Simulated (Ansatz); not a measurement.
HfO2: pressure against volume

HfO2, Fm-3m, a = 5.058 Å. This isn't the usual stable structure of the compound. Ansatz: r2SCAN, PAW, 500 eV, Γ-centred 8×8×8 mesh on 3 atoms, Gaussian smearing 0.02 eV; no spin polarisation. Symmetry fixes shape and atoms, so the cell is only scaled; pressure is positive in compression.

| V (Å³/atom) | P (GPa) |
| --- | --- |
| 9.491 | 45.19 |
| 9.815 | 31.11 |
| 10.138 | 19.09 |
| 10.462 | 8.82 |
| 10.785 | 0.02 |
| 11.109 | -7.51 |
| 11.433 | ? |
| 11.864 | -21.13 |

**Question.** Take V0 = 10.785 Å³/atom, count pressures from its P0 = 0.02 GPa, fit the third-order Birch–Murnaghan form to the other rows, and predict the missing pressure.

**Answer.** With the Eulerian strain f = ½[(V0/V)^(2/3) − 1] and y = (P − P0)/[3f(1 + 2f)^(5/2)], the form is the line y = B0 + 1.5 B0 (B0′ − 4) f. Rows (f, y): 0.04447, 273.6; 0.03242, 273.2; 0.02105, 272.4; 0.01024, 272.3; -0.00977, 269.9; -0.03079, 268.4. Means f = 0.01127, y = 271.63; Σ(Δf)² = 0.003858, ΣΔfΔy = 0.2777; the slope is their ratio. y = 270.8 + 71.98 f GPa, so B0 = 270.8 GPa and B0′ = 4 + 2 × (71.98)/(3 × 270.8) = 4.18. At V = 11.433, f = -0.01908, y = 269.43 and P = -13.97 GPa. The run gave -13.96 GPa, so the fit is 0.01 GPa too low, within the rms miss on the fitted rows (0.03 GPa).

Spin–orbit coupling is left out, which can shift energies with elements as heavy as these.